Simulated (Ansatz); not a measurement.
## Electric field gradients in Al₂O₃

The cell is a diffraction structure from the COD, its atoms then relaxed with PBE in this cell.

```xyz
10
Lattice="2.3803 1.3742 4.3319 -2.3803 1.3742 4.3319 0.0000 -2.7485 4.3319" Properties=species:S:1:pos:R:3 pbc="T T T"
Al    0.0000    0.0000    4.5755
Al    0.0000    0.0000    1.9223
Al    0.0000    0.0000    8.4201
Al    0.0000    0.0000   11.0733
O    -0.9213    1.3742    7.5808
O    -0.7295   -1.4850    7.5808
O     1.6508    0.1108    7.5808
O     0.9213   -1.3742    5.4148
O     0.7295    1.4850    5.4148
O    -1.6508   -0.1108    5.4148
```

Atom numbers follow the list; atoms alike are taken as one site, whose name carries the number of the first.

Computed with Ansatz: DFT, LDA, plane waves and PAW, scalar-relativistic, 420 eV cutoff, Γ-centred 8×8×8 k-points, Fermi–Dirac smearing 0.02 eV.

C_Q = eQV_zz/h, which is 24.18 MHz for Q = 1 b and V_zz = 10²¹ V/m²; η = (V_xx − V_yy)/V_zz. Directions are in the Cartesian axes of the cell vectors above, for the atom listed; none is given where the gradient is under 0.02 or η is above 0.95.

```csv
site,first atom,first shell,V_zz (10²¹ V/m²),η,"direction of V_zz (x, y, z)"
Al,1,6 O at 1.86–1.97 Å,0.57,0.00,0.00 0.00 1.00
O,5,4 Al at 1.86–1.97 Å; also 2 Al at 3.22 Å,-3.76,0.51,0.00 0.72 0.69
```

An axis of threefold or higher order runs through Al, so V_zz lies along it and η is zero.

At this cell the LDA pressure is -5 GPa, so with LDA the cell would shrink if it were relaxed.

Hardware: 4 threads of Intel Xeon 6975P-C (Granite Rapids) (x86_64; 16 cores open to the job, memory cap 8.0 GiB, no GPU), a shared host with a load of 0.1 a core. Wall time 1.9 s, CPU time 6.4 s, peak memory 0.53 GiB.
